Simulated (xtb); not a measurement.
xtb single point, GFN2-xTB, GBSA implicit chloroform, on octafluoropropane, C3F8 (SMILES FC(F)(F)C(F)(F)C(F)(F)F), charge 0, multiplicity 1.

```
xtb m.xyz --gfn 2 --chrg 0 --uhf 0 --norestart --sp --gbsa chcl3

11

F     -1.360017    -1.198399    -1.082649
C     -1.300688    -0.430569    -0.000716
F     -1.347817    -1.216216     1.069078
F     -2.370006     0.351860     0.011730
C      0.000050     0.428155    -0.000927
F      0.000446     1.220621     1.083942
F     -0.000383     1.221691    -1.084849
C      1.300789    -0.430566    -0.000827
F      1.345410    -1.221691    -1.066687
F      2.370006     0.351851    -0.020136
F      1.362770    -1.192826     1.084849
```

Output:

```

          ...................................................
          :                      SETUP                      :
          :.................................................:
          :  # basis functions                  44          :
          :  # atomic orbitals                  44          :
          :  # shells                           22          :
          :  # electrons                        68          :
          :  max. iterations                   250          :
          :  Hamiltonian                  GFN2-xTB          :
          :  restarted?                      false          :
          :  GBSA solvation                   true          :
          :  PC potential                    false          :
          :  electronic temp.          300.0000000     K    :
          :  accuracy                    1.0000000          :
          :  -> integral cutoff          0.2500000E+02      :
          :  -> integral neglect         0.1000000E-07      :
          :  -> SCF convergence          0.1000000E-05 Eh   :
          :  -> wf. convergence          0.1000000E-03 e    :
          :  Broyden damping             0.4000000          :
          :  net charge                          0          :
          :  unpaired electrons                  0          :
          ...................................................

 iter      E             dE          RMSdq      gap      omega  full diag
   1    -44.2820201 -0.442820E+02  0.551E+00   12.23       0.0  T
   2    -44.3710409 -0.890208E-01  0.274E+00   11.27       1.0  T
   3    -44.3731640 -0.212307E-02  0.141E+00   11.55       1.0  T
   4    -44.3737237 -0.559698E-03  0.685E-02   11.59       1.0  T
   5    -44.3737709 -0.471532E-04  0.232E-02   11.58       1.3  T
   6    -44.3737708  0.736547E-07  0.807E-03   11.58       3.7  T
   7    -44.3737712 -0.397386E-06  0.535E-04   11.58      56.4  T
   8    -44.3737712  0.343874E-09  0.293E-04   11.58     102.9  T

   *** convergence criteria satisfied after 8 iterations ***

         #    Occupation            Energy/Eh            Energy/eV
      -------------------------------------------------------------
         1        2.0000           -0.9444369             -25.6994
       ...           ...                  ...                  ...
        28        2.0000           -0.5935507             -16.1513
        29        2.0000           -0.5926647             -16.1272
        30        2.0000           -0.5915818             -16.0978
        31        2.0000           -0.5913105             -16.0904
        32        2.0000           -0.5904550             -16.0671
        33        2.0000           -0.5646952             -15.3661
        34        2.0000           -0.5332446             -14.5103 (HOMO)
        35                         -0.1077112              -2.9310 (LUMO)
        36                         -0.0952742              -2.5925
        37                         -0.0563064              -1.5322
        38                         -0.0474002              -1.2898
        39                          0.0302687               0.8237
       ...                                ...                  ...
        44                          0.1436009               3.9076
      -------------------------------------------------------------
                  HL-Gap            0.4255334 Eh           11.5794 eV
             Fermi-level           -0.3204779 Eh           -8.7206 eV


         :::::::::::::::::::::::::::::::::::::::::::::::::::::
         ::                     SUMMARY                     ::
         :::::::::::::::::::::::::::::::::::::::::::::::::::::
         :: total energy             -44.259438650533 Eh    ::
         :: total w/o Gsasa/hb       -44.262309625921 Eh    ::
         :: gradient norm              0.002665445832 Eh/a0 ::
         :: HOMO-LUMO gap             11.579352569304 eV    ::
         ::.................................................::
         :: SCC energy               -44.373763770157 Eh    ::
         :: -> isotropic ES            0.111181138886 Eh    ::
         :: -> anisotropic ES          0.011607718755 Eh    ::
         :: -> anisotropic XC         -0.056773184785 Eh    ::
         :: -> dispersion             -0.007385108007 Eh    ::
         :: -> Gsolv                   0.000584370894 Eh    ::
         ::    -> Gelec               -0.002286604494 Eh    ::
         ::    -> Gsasa               -0.001235819386 Eh    ::
         ::    -> Ghb                  0.000000000000 Eh    ::
         ::    -> Gshift               0.004106794775 Eh    ::
         :: repulsion energy           0.114325119624 Eh    ::
         :: add. restraining           0.000000000000 Eh    ::
         :: total charge               0.000000000000 e     ::
         :::::::::::::::::::::::::::::::::::::::::::::::::::::

           -------------------------------------------------
          |                Property Printout                |
[... lines cut ...]
        37                         -0.0563064              -1.5322
        38                         -0.0474002              -1.2898
        39                          0.0302687               0.8237
        40                          0.0637805               1.7356
        41                          0.0728282               1.9818
        42                          0.0874590               2.3799
        43                          0.1120727               3.0497
        44                          0.1436009               3.9076
      -------------------------------------------------------------
                  HL-Gap            0.4255334 Eh           11.5794 eV
             Fermi-level           -0.3204779 Eh           -8.7206 eV

     #   Z          covCN         q      C6AA      α(0)
     1   9 F        0.791    -0.165    10.880     3.896
     2   6 C        3.327     0.494    17.305     6.607
     3   9 F        0.791    -0.165    10.883     3.897
     4   9 F        0.791    -0.155    10.785     3.879
     5   6 C        3.517     0.313    17.005     6.085
     6   9 F        0.788    -0.164    10.875     3.895
     7   9 F        0.788    -0.164    10.873     3.895
     8   6 C        3.327     0.494    17.305     6.607
     9   9 F        0.791    -0.165    10.884     3.897
    10   9 F        0.791    -0.155    10.785     3.879
    11   9 F        0.791    -0.165    10.880     3.896

 Mol. C6AA /au·bohr⁶  :       1487.068291
 Mol. C8AA /au·bohr⁸  :      30546.927434
 Mol. α(0) /au        :         50.434943

Wiberg/Mayer (AO) data.
largest (>0.10) Wiberg bond orders for each atom

 ---------------------------------------------------------------------------
     #   Z sym  total        # sym  WBO       # sym  WBO       # sym  WBO
 ---------------------------------------------------------------------------
     1   9 F    1.109 --     2 C    0.975
     2   6 C    3.880 --     4 F    0.982     1 F    0.975     3 F    0.975
                             5 C    0.892
     3   9 F    1.109 --     2 C    0.975
     4   9 F    1.119 --     2 C    0.982
     5   6 C    3.895 --     7 F    0.979     6 F    0.979     2 C    0.892
                             8 C    0.892
     6   9 F    1.095 --     5 C    0.979
     7   9 F    1.096 --     5 C    0.979
     8   6 C    3.880 --    10 F    0.982    11 F    0.975     9 F    0.975
                             5 C    0.892
     9   9 F    1.109 --     8 C    0.975
    10   9 F    1.119 --     8 C    0.982
    11   9 F    1.109 --     8 C    0.975
 ---------------------------------------------------------------------------


molecular dipole:
                 x           y           z       tot (Debye)
 q only:        0.000      -0.007      -0.001
   full:        0.000       0.004      -0.001       0.010
molecular quadrupole (traceless):
                xx          xy          yy          xz          yz          zz
 q only:       -0.309      -0.000      -0.114       0.001      -0.002       0.422
  q+dip:        1.487      -0.000      -0.193       0.000      -0.002      -1.294
   full:        0.718      -0.000      -0.142       0.000      -0.001      -0.575

           -------------------------------------------------
          | TOTAL ENERGY              -44.259438650533 Eh   |
          | GRADIENT NORM               0.002665445832 Eh/α |
          | HOMO-LUMO GAP              11.579352569304 eV   |
           -------------------------------------------------
```

The total energy is -1204.36 eV, 0.02 eV from the same level's vacuum run.
